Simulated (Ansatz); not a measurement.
AlN:
```xyz
4
Lattice="3.1303 0.0000 0.0000 -1.5651 2.7109 0.0000 0.0000 0.0000 5.0181" Properties=species:S:1:pos:R:3 pbc="T T T"
Al     1.5651     0.9036     0.0169
Al     0.0000     1.8073     2.5260
N      1.5651     0.9036     3.1204
N      0.0000     1.8073     0.6114
```

Cartesian axes are those of the cell as given.

Q: Give the proper piezoelectric stress tensor with relaxed ions from the program Ansatz at the PBE level (PAW).

A: In C/m², rows x, y, z, Voigt columns; mesh uncertainty up to 0.00.
```
 0.00   0.00   0.00   0.00   0.30   0.00
 0.00   0.00   0.00   0.30   0.00   0.00
 0.57   0.57  -1.44   0.00   0.00   0.00
```

The elastic tensor of the same run (GPa):

```
 373   127  97.2   0.0   0.0   0.0
 127   373  97.2   0.0   0.0   0.0
97.2  97.2   352   0.0   0.0   0.0
 0.0   0.0   0.0   111   0.0   0.0
 0.0   0.0   0.0   0.0   111   0.0
 0.0   0.0   0.0   0.0   0.0   123
```

Q: Convert to strain constants d = e·S.

A: In pC/N:
```
 0.0   0.0   0.0   0.0   2.7   0.0
 0.0   0.0   0.0   2.7   0.0   0.0
 2.2   2.2  -5.3   0.0   0.0   0.0
```

Space group P6_3mc (wurtzite). Symmetry was held in the PBE relaxation; phonons on a q-mesh show no instability.

Potentials: the later of the program's two PAW sets.
